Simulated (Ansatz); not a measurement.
# Electric field gradients in MgB2H8

The cell is a Materials Project structure (computed, not necessarily an observed phase), taken as it stands.

```xyz
44
Lattice="-3.8666 3.8666 6.1816 3.8666 -3.8666 6.1816 3.8666 3.8666 -6.1816" Properties=species:S:1:pos:R:3 pbc="T T T"
Mg    0.0000    0.0000    3.0908
Mg    0.0000    0.0000    9.2723
Mg    0.0000    3.8666    0.0000
Mg    3.8666    0.0000    0.0000
B     1.9333    3.6119    1.5454
B     1.9333   -0.2547    1.5454
B     1.9333    0.2547    7.7269
B     5.7999    0.2547    1.5454
B    -0.2547    1.9333    4.6362
B     3.6119    1.9333    4.6362
B     4.1213    1.9333   -1.5454
B     4.1213   -1.9333    4.6362
H     1.9495    4.3411    0.5549
H     1.9171    0.4745    0.5549
H     1.9495    0.4745    2.5358
H     1.9171    4.3411    2.5358
H     1.9171   -0.4745    6.7365
H     1.9495    3.3921    6.7365
H     5.7837   -0.4745    2.5358
H     1.9495   -0.4745    8.7174
H     0.4745    1.9171    5.6266
H     0.4745    5.8162   -0.5549
H     4.3411    1.9171    3.6457
H     0.4745    1.9495    3.6457
H     3.3921    1.9495   -0.5549
H     3.3921   -1.9495    5.6266
H     3.3921   -1.9171    3.6457
H     3.3921    1.9171   -2.5358
H     2.9131    2.8880    1.4718
H     0.9535    6.7546    1.4718
H     2.9131   -0.9786    1.6189
H     0.9535    2.8880    1.6189
H     0.9535    0.9786    7.6534
H     2.9131   -2.8880    7.6534
H     4.8201    0.9786    1.6189
H    -0.9535    4.8452    1.6189
H     2.8880    4.8201   -1.4718
H     2.8880    2.9131    4.7097
H     2.8880    0.9535    4.5626
H    -0.9786    2.9131    4.5626
H     0.9786   -0.9535    4.7097
H     0.9786    0.9535   -1.4718
H     4.8452   -0.9535    4.5626
H     0.9786    4.8201    4.5626
```

Atoms are numbered from 1 in the order listed; like atoms form one site, named after its first atom.

Method: Kohn–Sham DFT in Ansatz, PBE, plane waves and PAW, scalar-relativistic, 420 eV cutoff, Γ-centred 5×5×5 k-points, Fermi–Dirac smearing 0.02 eV.

Conventions: |V_zz| ≥ |V_yy| ≥ |V_xx|, η = (V_xx − V_yy)/V_zz, C_Q = eQV_zz/h. Directions are in the Cartesian axes of the cell vectors above, for the atom listed; none is given where the gradient is under 0.02 or η is above 0.95.

Task: Give the quadrupolar parameters of the distinct sites.

Result: 

| site | first atom | first shell | V_zz (10²¹ V/m²) | η | direction of V_zz (x, y, z) |
| --- | --- | --- | --- | --- | --- |
| Mg | 1 | 8 H at 2.08–2.12 Å | -0.29 | 0.62 | 0.71 -0.71 0.00 |
| B | 5 | 4 H at 1.22–1.23 Å | 0.38 | 0.01 | 0.71 0.00 0.71 |
| H13 | 13 | 1 B at 1.23 Å; also 1 Mg at 2.08 Å | 1.66 | 0.21 | 0.04 -0.57 0.82 |
| H29 | 29 | 1 B at 1.22 Å | 1.77 | 0.19 | 0.82 -0.57 -0.03 |

At H13 and H29 V_zz points along its bond to B (within 4°) in each case.

The lattice is static: at room temperature BH₄ may turn and average the couplings of its hydrogen.
